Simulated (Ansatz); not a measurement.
Si (diamond, Fd-3m), LDA (plane waves, PAW; program Ansatz). The conduction-band minimum lies on the Γ–X line, 84 % of the way from Γ, with 6 equivalent valleys. Second derivatives d²E/dk² of the lowest band at one valley (eV·Å²), along Cartesian directions:

```csv
direction,d²E/dk²
[100],8.030
[010],40.55
[001],40.55
[110],24.30
[101],24.30
[011],40.35
```

### Question
Find the principal effective masses, the density-of-states mass and the conductivity mass.

### Answer
Off-diagonal terms follow from H_xy = H[110] − (H_xx + H_yy)/2, and m*/mₑ = 7.620 eV·Å² over each eigenvalue: 0.19, 0.19, 0.95. One valley's DOS mass (m₁m₂m₃)^(1/3) = 0.32, conductivity mass 3/(Σ 1/mᵢ) = 0.26 mₑ.

### Question
What effective density of states Nc follows at 300 K for parabolic valleys?

### Answer
Nc = 2.509e19 × 6 × (0.32)^(3/2) ≈ 2.7e19 cm⁻³.

### Question
With the computed static dielectric constant 13.3 (mean of the diagonal), estimate a hydrogenic donor's binding energy and radius.

### Answer
E = 13.606 eV × 0.26/13.3² ≈ 20 meV; a = 0.529 Å × ε/m* ≈ 27 Å. Semilocal masses tend to be too small when the gap is underestimated.

Symmetry was held in the LDA relaxation.

Potentials: the earlier of the program's two PAW sets. The files were generated under PBE; for other functionals the program regenerates the frozen cores, and for LDA and PBEsol the local potential too.
